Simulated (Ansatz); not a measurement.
A geometry of SnO2 away from equilibrium: step 34 of the relaxation of a generated trial cell of SnO2 in the AFLOW prototype A2B_mP12_3_bc3e_2e (as in SiO2). Method: PBEsol (plane waves to 420 eV, PAW, scalar-relativistic; Ansatz, a quantum-chemistry and plane-wave program). Γ-centred k-mesh 5×5×3 on the run's cell (coarser than for final values), Fermi–Dirac smearing 0.05 eV.

```xyz
12
Lattice="5.5789 0.0000 -0.2181 0.0000 4.0401 0.0000 -2.3441 0.0000 6.2408" Properties=species:S:1:pos:R:3:forces:R:3 pbc="T T T" free_energy=-28281.666 pressure_GPa=6.8
Sn     0.0257     0.4726     4.4945   -0.1256   -0.0102    0.0155
Sn     3.2091     0.4726     1.5282    0.1256   -0.0102   -0.0155
Sn     0.6936     2.6820     1.5281   -0.0359   -0.0042   -0.0152
Sn     2.5412     2.6820     4.4946    0.0359   -0.0042    0.0152
O     -1.1721     1.0976     3.1204    0.0000    0.0028    0.0000
O      2.7895     1.4139    -0.1091    0.0000   -0.0176    0.0000
O     -1.0688     3.1214     0.7072    0.0239    0.0038   -0.0301
O      4.3036     3.1214     5.3154   -0.0239    0.0038    0.0301
O      0.5823     2.7084     3.7292   -0.0288    0.0054   -0.0423
O      2.6526     2.7084     2.2934    0.0288    0.0054    0.0423
O      1.1054     0.6809     1.7119   -0.1373    0.0127    0.0061
O      2.1294     0.6809     4.3107    0.1373    0.0127   -0.0061
```

Positions in Å, forces in eV/Å, free energy of the cell in eV (comparable only within this code, potentials and settings). Largest force: 0.14 eV/Å, on O11, O12 (atoms numbered as listed); the geometry lies 0.09 eV/atom above the end of its relaxation.

No spin polarisation in the result.

The run could not lose the symmetry of its start, so the end can be a saddle point.

The end of the path is a generated cell of SnO2: the first start was made by placing the elements on the sites of a structure type, and the end was not matched to a known phase here, so it may be hypothetical. Known forms of SnO2 include space group No. 136.
